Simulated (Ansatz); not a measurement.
TaW:
```yaml
crystal:
  lattice:
    - [0.00000, 2.68774, 2.68774]
    - [2.68774, 0.00000, 2.68774]
    - [2.68774, 2.68774, 0.00000]
  atoms:
    - { symbol: Ta, position: [0.00000, 0.00000, 0.00000] }
    - { symbol: W, position: [0.50000, 0.50000, 0.50000] }
```

Relaxed with PBE. Special points in fractions of this cell's reciprocal vectors: Γ (0.000, 0.000, 0.000); X (0.500, 0.000, 0.500); U (0.625, 0.250, 0.625); K (0.375, 0.375, 0.750); L (0.500, 0.500, 0.500); W (0.500, 0.250, 0.750).

List the band energies nearest the Fermi level at these points for the program Ansatz at the PBE with spin–orbit coupling level (PAW).

In eV from the Fermi level; about four levels below and three above (degenerate sets whole), none deeper than 8.9 eV; points with the same levels are listed once.

```tsv
k	below	above
Γ	-3.15 -3.15 -3.15 -3.15 -2.87 -2.87	5.30 5.30 5.30 5.30
X	-2.15 -2.15 -0.41 -0.41	1.24 1.24 1.57 1.57
U	-1.88 -1.88 -1.63 -1.63	0.57 0.57 2.20 2.20
L	-0.15 -0.15 -0.14 -0.14	0.76 0.76 1.23 1.23
W	-2.96 -2.96 -0.37 -0.37	0.17 0.17 1.49 1.49
```

Space group Fm-3m (rock salt). The start of the workflow was typed in or built on a structure type; neither database checked (COD, Materials Project) lists it. Its standing as an ambient phase is unchecked. Symmetry was held in the PBE relaxation; its stability against distortions is not shown here. The run is not spin-polarised. Its formation energy is positive at this level, so the cell may be metastable or incomplete.

Potentials: the earlier of the program's two PAW sets.
